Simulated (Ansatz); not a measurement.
A structure of GeSe relaxed with PBEsol (plane waves to 420 eV, PAW, scalar-relativistic; Ansatz, a first-principles code); single points at other levels follow on the same geometry (Ansatz, PAW; HSE06 at 420 eV on a 2×6×6 k-mesh; no spin-orbit coupling). Space group Pnma (No. 62).

Space group Pnma (No. 62); a = 10.5901 Å, b = 3.7801 Å, c = 4.5507 Å, α = β = γ = 90.00°

```
atom  site  symmetry       x       y       z
----  ----  --------  ------  ------  ------
Ge      4c       .m.  0.0571  0.2500  0.8060
Se      4c       .m.  0.1486  0.7500  0.4933
```

```tsv
level	gap (eV)	kind	conduction minimum
PBEsol	0.33	indirect	Z
HSE06	0.83	–	Z
```

HSE06 gaps come from a coarse mesh plus a few chosen points, so they may be too large. No spin polarisation in the result.

It was reached from a disturbed copy of a Pnma (No. 62) cell (AFLOW prototype AB_oP8_62_c_c (B29, as in SnS)), against which it lies +10 meV/atom.

The first start was generated by placing the elements on the sites of a structure type. A measured structure of GeSe has the same space group, Pnma (No. 62); the sites were not compared with it.
